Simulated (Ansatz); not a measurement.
MoPd:
```cif
data_Mo4Pd4
_chemical_formula_sum 'Mo4 Pd4'
_space_group_name_H-M_alt 'Cmcm'
_space_group_IT_number 63
_space_group_name_Hall '-C 2c 2'
_cell_length_a 2.63555
_cell_length_b 10.59076
_cell_length_c 4.32436
_cell_angle_alpha 90.000
_cell_angle_beta 90.000
_cell_angle_gamma 90.000
loop_
_atom_site_label
_atom_site_type_symbol
_atom_site_symmetry_multiplicity
_atom_site_Wyckoff_symbol
_atom_site_fract_x
_atom_site_fract_y
_atom_site_fract_z
_atom_site_occupancy
Mo1 Mo 4 c 0.00000 0.32531 0.25000 1
Pd1 Pd 4 c 0.00000 0.06900 0.25000 1
```
(The calculation used a cell of 4 atoms; values per cell refer to that cell.)

This is the r²SCAN-relaxed structure.

All from plane-wave PAW r²SCAN (Ansatz code), unless another level is named. Predict the formation energy from the elements (no fitted shifts).

0.072 eV/atom.

Next, the density of states at the Fermi level?

0.78 states/eV per atom (mean over ±0.08 eV).

The start of the workflow was typed in or built on a structure type; neither database checked (COD, Materials Project) lists it. Its standing as an ambient phase is unchecked. The r²SCAN relaxation kept the symmetry of its start; whether a distortion lowers the energy is not shown. The run is not spin-polarised. The references are the lowest solids computed at this level, not always the standard phases. Scalar-relativistic: spin–orbit coupling is off unless named, which matters more the heavier the elements.

Potentials: the later of the program's two PAW sets.
